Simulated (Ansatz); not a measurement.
**Question.** SiNi in space group Pnma (No. 62; Ni on 4c, Si on 4c) is relaxed with r²SCAN (plane waves, PAW; program Ansatz). What lattice parameters of the conventional cell result?

**Answer.** a = 5.092 Å, b = 3.358 Å, c = 5.566 Å.

**Question.** Give the free coordinates with the occupied sites.

**Answer.** In one choice of origin and axes:

```json
[
 {"atom": "Ni", "site": "4c", "symmetry": ".m.", "x": "0.0078", "y": "0.2500", "z": "0.8108"},
 {"atom": "Si", "site": "4c", "symmetry": ".m.", "x": "0.1788", "y": "0.2500", "z": "0.4158"}
]
```

**Question.** Is it a metal or does it have a gap at this level?

**Answer.** No gap at this level.

The r²SCAN relaxation kept the symmetry of its start. The workflow began spin-polarised and lost its moments.

Potentials: the later of the program's two PAW sets.
